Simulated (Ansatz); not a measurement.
A geometry of Se away from equilibrium: step 2 of the relaxation of a relaxed Se cell stretched uniformly to 115 % of its volume. The numbers are results of r2SCAN (plane waves to 500 eV, PAW, scalar-relativistic; Ansatz, a quantum-chemistry and plane-wave program), not measurements. Γ-centred k-mesh 6×6×5 on the run's cell (coarser than for final values), Fermi–Dirac smearing 0.05 eV. The plane waves were selected for a different cell earlier on the path.

```
CELL_PARAMETERS angstrom
      4.57704     0.00000     0.00000
     -2.28852     3.96383     0.00000
      0.00000     0.00000     4.97308
ATOMIC_POSITIONS crystal
  Se 0.20805 0.00000 0.83333
  Se 0.00000 0.20805 0.16667
  Se 0.79195 0.79195 0.50000
```

What forces act on the atoms (eV/Å)?


```
atom     Fx     Fy    Fz
----  -----  -----  ----
Se1    0.50   0.00  0.00
Se2   -0.25   0.43  0.00
Se3   -0.25  -0.43  0.00
```

The path ends in P3₁21 (No. 152) (AFLOW prototype A_hP3_152_a (A8, as in Se)). No spin polarisation in the result. No dispersion correction is included, so spacings between layers, chains or molecules are soft and tend to come out too large.

The run could not lose the symmetry of its start.

Without dispersion the volume is uncertain too.
